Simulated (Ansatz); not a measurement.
**Structure relaxation, AlRh**

The relaxed structure here is a generated cell of AlRh: the first start was made by placing the elements on the sites of a structure type, and the end was not matched to a known phase here, so it may be hypothetical.

The start is a generated trial cell of AlRh in the AFLOW prototype AB_cF8_225_a_b (B1, as in NaCl). A full variable-cell relaxation at zero pressure is run with PBEsol (plane waves to 420 eV, PAW, scalar-relativistic; Ansatz, a quantum-chemistry and plane-wave program). First-step values are on the input's coarse k-mesh.

Ansatz input (later rounds restart from its end on a renewed k-mesh):
Ansatz 0.2 input:
```yaml
crystal:
  lattice:
    - [0, 2.3357213, 2.3357213]
    - [2.3357213, 0, 2.3357213]
    - [2.3357213, 2.3357213, 0]
  atoms:
    - { symbol: Rh, position: [0, 0, 0] }
    - { symbol: Al, position: [0.5, 0.5, 0.5] }
basis: { ecutwfc: 420, ecutrho_ratio: 4, xc_grid: 2, fft_grid_basis: typed }
kpoints: { mp_grid: { grid: [12, 12, 12] } }
hamiltonian:
  xc: pbesol
  dispersion: none
  pseudopotentials: { kind: paw }
scf: { occupations: { method: fermi_dirac, width: 0.05 } }
relax: { f_tol: 0.01, max_steps: 100, cell: { stress_tol: 0.02 } }
output: { forces: true, stress: true }
```

### Question
How large is the pressure on the unrelaxed cell, and of which sign?

### Answer
+37.5 GPa (positive: the cell is compressed).

### Question
How does the volume change?

### Answer
+18.7 %, from 12.74 to 15.12 Å³/atom.

### Question
How do the shortest distances between atoms change?

### Answer
The closest pairs of elements (up to four, under 3.6 Å), start → end: Al–Rh 2.34 → 2.47 Å; Al–Al 3.30 → 3.50 Å; Rh–Rh 3.30 → 3.50 Å.

### Question
Is the relaxed structure metallic? Give its gap.

### Answer
No gap (metallic).

The space group stays Fm-3m (No. 225) (the run could not lower it); the end is rock salt type, with 2 atoms in the primitive cell. Final values are on a 16×16×16 k-mesh of the relaxed cell. No spin polarisation in the result.

The run could not lose the symmetry of its start, so the end can be a saddle point.

All atoms sit on sites fixed by symmetry, so only the cell could relax.
